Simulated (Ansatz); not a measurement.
MgS:
```
CELL_PARAMETERS angstrom
      0.00000     2.60144     2.60144
      2.60144     0.00000     2.60144
      2.60144     2.60144     0.00000
ATOMIC_POSITIONS crystal
  Mg 0.00000 0.00000 0.00000
  S  0.50000 0.50000 0.50000
```

This is the r²SCAN-relaxed structure.

Task: All from r²SCAN (plane waves, PAW; program Ansatz), unless another level is named. Predict the Debye temperature from the elastic constants.

Result: 588 K.

Task: Predict the elastic constants (relaxed ions, GPa).

Result: C11 = 151, C12 = 44.1, C44 = 60.3.

Space group Fm-3m (rock salt). The r²SCAN relaxation kept the symmetry of its start.

Potentials: the later of the program's two PAW sets.
